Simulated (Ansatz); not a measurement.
Theory: DFT PBE, scalar-relativistic, plane waves, PAW (Ansatz). All cells share a 420 eV cutoff and Γ-centred k meshes spaced about 0.3 Å⁻¹ or finer (0.25 for metals, 2π included). No spin polarisation.

This relaxed ZrAl3B3N cell comes from a structure search over trial cells.

```xyz
8
Lattice="3.0177 0.0000 0.0000 -1.5088 2.6134 0.0000 0.0000 0.0000 11.4140" Properties=species:S:1:pos:R:3 pbc="T T T"
Zr    0.0000    1.7422    0.1201
Al    0.0000    1.7422    3.5842
Al    1.5088    0.8711    5.9986
Al    0.0000    0.0000    8.3365
B     1.5088    0.8711    2.0045
B     0.0000    0.0000    1.8915
B     1.5088    0.8711    9.6929
N     0.0000    0.0000    4.7825
```

Wave vectors count in units of this cell's reciprocal vectors.

Task: Is this structure dynamically stable?

Result: No. The phonons on a 3×3×1 q mesh of the computed 8-atom cell go imaginary, to 203i cm⁻¹ at q = (0.33, 0.33, 0.00). (Phonon run: 12×12×4 k mesh, Gaussian smearing of 0.10 eV.) With atoms moved at random and symmetry off, it falls by 48 meV/atom into R3m (No. 160). Conventional cell: a = 3.072 Å, c = 32.890 Å. Around Zr lie 9 B at 2.46–2.59 Å and 6 Zr at 3.07 Å; Al on its first site has 3 N at 2.18 Å and 6 B at 2.33–2.43 Å; B on its first site is surrounded by 3 B at 1.78 Å, 3 Al at 2.33 Å and 3 Zr at 2.59 Å; N is surrounded by 6 Al at 2.10–2.18 Å; 4 more sites not described.

Space group R3m:H (No. 160). a = 3.072 Å, b = 3.072 Å, c = 32.890 Å, α = 90.00°, β = 90.00°, γ = 120.00°
```tsv
atom	site	symmetry	x	y	z
Zr	3a	3m	0.0000	0.0000	0.2315
Al	3a	3m	0.0000	0.0000	0.1280
Al	3a	3m	0.3333	0.6667	0.0555
Al	3a	3m	0.6667	0.3333	0.3201
B	3a	3m	0.3333	0.6667	0.1741
B	3a	3m	0.6667	0.3333	0.1786
B	3a	3m	0.3333	0.6667	0.2832
N	3a	3m	0.6667	0.3333	0.0897
```

Phonons of metals hang on the k mesh and the smearing.
